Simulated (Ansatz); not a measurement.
PbSe:
```xyz
4
Lattice="4.3837 0.0000 0.0000 0.0000 4.4163 0.0000 0.0000 0.0000 32.0000" Properties=species:S:1:pos:R:3 pbc="T T F"
Pb     2.1919     0.0516    17.4197
Pb     0.0000     2.2597    14.5803
Se     0.0000     2.1254    17.3673
Se     2.1919     4.3335    14.6327
```
The layer is periodic in x and y and isolated along z.

Relaxed with r²SCAN+D4. 

**Question.** HSE06 on this cell (Ansatz, an electronic-structure program, PAW) gives a gap of 1.94 eV. What does r²SCAN+D4 give?

**Answer.** 1.75 eV.

Cost on shared cores: the r²SCAN+D4 run (SCF on a 8×8×1 mesh, then bands and DOS) about 7 core-minutes (a rough figure), the HSE06 run (SCF on 6×6×1, then a few points) around 40 core-minutes (rough); the tasks are unlike.

Space group Pmn2_1 (puckered). The layer was cut from a bulk entry of the Materials Project (measured or hypothetical); whether that bulk phase is the ambient one, and whether the layer has been isolated, was not checked. The r²SCAN+D4 relaxation kept the symmetry of its start; its stability against distortions is not shown here. Spin–orbit coupling is left out wherever it is not named.

Potentials: the later of the program's two PAW sets.

Ansatz is a plane-wave DFT program.
